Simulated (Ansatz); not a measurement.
Problem. TaAs in space group I4_1md (No. 109; Ta on 4a, As on 4a) is relaxed with LDA (plane waves, PAW; program Ansatz). What lattice parameters of the conventional cell result?

Solution. a = 3.405 Å, c = 11.509 Å.

Problem. Give the free coordinates with the occupied sites.

Solution. In one choice of origin and axes:

```csv
atom,site,symmetry,x,y,z
Ta,4a,2mm.,0.0000,0.0000,0.7490
As,4a,2mm.,0.0000,0.0000,0.1670
```

Problem. Is it a metal or does it have a gap at this level?

Solution. No gap at this level.

The cell was relaxed with LDA under the symmetry of its start; of distortions, only those at the zone centre were tested. No spin polarisation was allowed. A small band overlap can be real or an error of a semilocal functional. Scalar-relativistic: spin–orbit coupling is off unless named, which matters more the heavier the elements.

Potentials: the later of the program's two PAW sets.
